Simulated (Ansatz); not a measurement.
Consider the following.

RuC:
Space group R-3m, hexagonal axes (No. 166); a = 2.7264 Å, b = 2.7264 Å, c = 18.6167 Å, α = 90.00°, β = 90.00°, γ = 120.00°

```csv
atom,site,symmetry,x,y,z
Ru,6c,3m,0.0000,0.0000,0.2284
C,6c,3m,0.0000,0.0000,0.0373
```
(The calculation used a cell of 4 atoms; values per cell refer to that cell.)

This is the LDA-relaxed structure.

### Question
All from DFT-LDA in the program Ansatz with PAW potentials, unless another level is named. Give the electronic character.

### Answer
metallic (no gap).

### Question
Predict the density of states at the Fermi level.

### Answer
0.43 states/eV per atom (mean over ±0.08 eV).

### Question
And the formation energy from the elements (no fitted shifts)?

### Answer
0.31 eV/atom.

The first step of the workflow began from a Materials Project structure, measured or hypothetical; the Crystallography Open Database copy checked does not list it. Its standing as an ambient phase is unchecked. The cell was relaxed with LDA under the symmetry of its start; its stability against distortions is not shown here. The run is not spin-polarised. Its formation energy is positive at this level, so the cell may be metastable or incomplete. The references are the lowest solids computed at this level, not always the standard phases. Spin–orbit coupling is left out wherever it is not named.

Potentials: the later of the program's two PAW sets.
